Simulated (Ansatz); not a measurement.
BN:
```cif
data_B4N4
_chemical_formula_sum 'B4 N4'
_space_group_name_H-M_alt 'P63/mmc'
_space_group_IT_number 194
_space_group_name_Hall '-P 6c 2c'
_cell_length_a 2.48824
_cell_length_b 2.48824
_cell_length_c 13.64321
_cell_angle_alpha 90.000
_cell_angle_beta 90.000
_cell_angle_gamma 120.000
loop_
_atom_site_label
_atom_site_type_symbol
_atom_site_symmetry_multiplicity
_atom_site_Wyckoff_symbol
_atom_site_fract_x
_atom_site_fract_y
_atom_site_fract_z
_atom_site_occupancy
B1 B 4 f 0.33333 0.66667 0.11876 1
N1 N 4 f 0.66667 0.33333 0.11885 1
```

Relaxed at zero pressure with DFT-LDA in the program Ansatz with PAW potentials.

Question: The volume is raised by 3 % and shape and atoms relax at that volume. What pressure results, and how do the axes share the change?

Answer: -0.5 GPa; a 0.0 %, b 0.0 %, c 2.9 %; the energy rises by 0 meV/atom.

Question: Give the new structure.

Answer: 
Space group P6₃/mmc (No. 194); a = 2.489 Å, b = 2.489 Å, c = 14.038 Å, α = 90.00°, β = 90.00°, γ = 120.00°

| atom | site | symmetry | x | y | z |
|---|---|---|---|---|---|
| B | 4f | 3m. | 0.3333 | 0.6667 | 0.1179 |
| N | 4f | 3m. | 0.6667 | 0.3333 | 0.1179 |

The phase is kept; no other phase was compared at this pressure.

Space group P6_3/mmc. The cell is a constructed one: a structure type filled with these elements. Its sites differ from those of the usual phase in this space group: another stacking or structure type. The LDA relaxation kept the symmetry of its start; phonons on a q-mesh show weakly imaginary modes. The volume moved by 53 % from the start of the relaxation. A crystal of weakly bound layers computed without a dispersion correction: the cell and the soft elastic constants depend strongly on that.

Potentials: the later of the program's two PAW sets.
